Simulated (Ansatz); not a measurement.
## VIr3: pressure against volume

VIr3, Pm-3m, a = 3.810 Å. The structure is a COD entry; whether it is the stable form wasn't checked. Ansatz: r2SCAN, PAW, 500 eV, Γ-centred 12×12×12 mesh on 4 atoms, Gaussian smearing 0.10 eV; no spin polarisation. Symmetry fixes shape and atoms, so the cell is only scaled; pressure is positive in compression.

| V (Å³/atom) | P (GPa) |
| --- | --- |
| 12.163 | ? |
| 12.577 | 41.07 |
| 12.992 | 24.94 |
| 13.407 | 11.38 |
| 13.821 | -0.01 |
| 14.236 | -9.56 |
| 14.651 | -17.58 |
| 15.203 | -26.26 |

Take V0 = 13.821 Å³/atom, count pressures from its P0 = -0.01 GPa, fit the third-order Birch–Murnaghan form to the other rows, and predict the missing pressure.

With the Eulerian strain f = ½[(V0/V)^(2/3) − 1] and y = (P − P0)/[3f(1 + 2f)^(5/2)], the form is the line y = B0 + 1.5 B0 (B0′ − 4) f. Rows (f, y): 0.03245, 360.6; 0.02105, 356.4; 0.01024, 352.4; -0.00976, 342.6; -0.01907, 338.5; -0.03078, 333.2. Means f = 0.0006883, y = 347.28; Σ(Δf)² = 0.003004, ΣΔfΔy = 1.323; the slope is their ratio. y = 347.0 + 440.4 f GPa, so B0 = 347.0 GPa and B0′ = 4 + 2 × (440.4)/(3 × 347.0) = 4.85. At V = 12.163, f = 0.04446, y = 366.58 and P = 60.49 GPa. The run gave 60.26 GPa, so the fit is 0.23 GPa too high, a small miss on the scale of the series.

Spin–orbit coupling is left out, which can shift energies with elements as heavy as these.

Cost: 8 runs of about 3.9 core-minutes in all, on Arm Neoverse V2 (shared hosts).